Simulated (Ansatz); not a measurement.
Si$_{2}$MoN$_{4}$:
```
Si2MoN4
1.0
    2.88715     0.00000     0.00000
   -1.44357     2.50034     0.00000
    0.00000     0.00000    20.82811
Mo N Si
2 8 4
Direct
  0.33333   0.66667   0.25000
  0.66667   0.33333   0.75000
  0.66667   0.33333   0.30967
  0.33333   0.66667   0.80967
  0.33333   0.66667   0.69033
  0.66667   0.33333   0.19033
  0.00000   0.00000   0.41660
  0.00000   0.00000   0.91660
  0.00000   0.00000   0.58340
  0.00000   0.00000   0.08340
  0.66667   0.33333   0.39286
  0.33333   0.66667   0.89286
  0.33333   0.66667   0.60714
  0.66667   0.33333   0.10714
```

Relaxed with r²SCAN+D4. DFT-r²SCAN+D4 in the program Ansatz with PAW potentials gives a gap of 1.84 eV.

What gap does HSE06 give on the same cell (Ansatz, PAW)?

2.32 eV, 0.48 eV more. The hybrid was solved on a coarser mesh and at special points; its gap is the smallest among all of these.

| k | v1 r²SCAN+D4 | c1 r²SCAN+D4 | v1 HSE06 | c1 HSE06 |
|---|---|---|---|---|
| Γ | 0.00 | 2.95 | … | … |
| A | -0.05 | 2.95 | … | … |
| K | -0.39 | 1.84 | -0.29 | 2.32 |
| H | -0.41 | 1.84 | -0.30 | 2.32 |
| M | -1.08 | 2.74 | … | … |
| L | -1.10 | 2.79 | … | … |

Top valence (v1) and lowest conduction level (c1) in eV from each method's valence maximum (which need not be a listed point): supply the withheld HSE06 values.


- Γ, v1 HSE06: 0.00
- Γ, c1 HSE06: 3.67
- M, v1 HSE06: -1.16
- M, c1 HSE06: 3.32
- A, v1 HSE06: -0.05
- A, c1 HSE06: 3.67
- L, v1 HSE06: -1.18
- L, c1 HSE06: 3.37

Cost on shared cores: the r²SCAN+D4 run (SCF on a 11×11×2 mesh, then bands and DOS) roughly 2.9 core-minutes, the HSE06 run (SCF on 6×6×1, then a few points) about 4 core-minutes (a rough figure); the tasks are unlike.

Space group P6_3/mmc. The start of the workflow was typed in or built on a structure type; neither database checked (COD, Materials Project) lists it. Its standing as an ambient phase is unchecked. Symmetry was held in the r²SCAN+D4 relaxation; whether a distortion lowers the energy is not shown. The workflow began spin-polarised and lost its moments. Spin–orbit coupling is left out wherever it is not named.

Potentials: the earlier of the program's two PAW sets.
